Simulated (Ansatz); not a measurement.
ZnCdTeSe in space group R3m (No. 160; Zn on 3a, Cd on 3a, Te on 3a, Se on 3a) at seven volumes, plane-wave PAW PBEsol (Ansatz code), shape and atoms relaxed at each. One row is withheld.

```json
[
 {"V (Å³/atom)": "25.496", "P (GPa)": "5.57"},
 {"V (Å³/atom)": "26.336", "P (GPa)": "?"},
 {"V (Å³/atom)": "27.177", "P (GPa)": "1.56"},
 {"V (Å³/atom)": "28.017", "P (GPa)": "0.00"},
 {"V (Å³/atom)": "28.858", "P (GPa)": "-1.33"},
 {"V (Å³/atom)": "29.698", "P (GPa)": "-2.45"},
 {"V (Å³/atom)": "30.539", "P (GPa)": "-3.40"}
]
```

Task: Fit the shown pressures and predict the withheld one.

Result: P = (3/2)B₀(x^(7/2) − x^(5/2))[1 + (3/4)(B′ − 4)(x − 1)] with x = (V₀/V)^(2/3). Least squares on the six rows gives V₀ = 28.016 Å³/atom, B₀ = 47.8 GPa, B′ = 4.47. At V = 26.336, x = 1.0421 and P = 3.39 GPa. The run itself gave 3.40 GPa.

The workflow started from a Materials Project entry (that database holds measured and hypothetical structures alike); the Crystallography Open Database copy checked does not list it. Whether it is the stable phase at ambient conditions was not checked. The PBEsol relaxation kept the symmetry of its start; whether a distortion lowers the energy is not shown. Scalar-relativistic: spin–orbit coupling is off unless named, which matters more the heavier the elements.

Potentials: the later of the program's two PAW sets.
